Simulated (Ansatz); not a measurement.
Na (bcc (W type)), relaxed and computed with several functionals in Ansatz (plane waves, PAW). Much of their spread follows the volume that each gives.

```tsv
functional	V (Å³/atom)	B₀ by P(V) fit (GPa)
LDA	33.29	9.1
PBE	36.97	7.8
r²SCAN	37.68	7.6
PBEsol	36.29	?
```

Fit a straight line to ln B₀ against ln V and predict the withheld value.

Least squares on the 3 shown rows: ln B₀ = -1.46 × ln V + (7.326), with a scatter of 0.1 %. For PBEsol this gives 8.0. The run itself gave 7.9, a miss of 1.3 % of that.

All cells were relaxed under the symmetry of their starts (and spin orders); stability against distortions was not tested throughout.

Potentials: the earlier of the program's two PAW sets. The files were generated under PBE; for other functionals the program regenerates the frozen cores, and for LDA and PBEsol the local potential too.

Ansatz (an electronic-structure program) is a plane-wave DFT program.
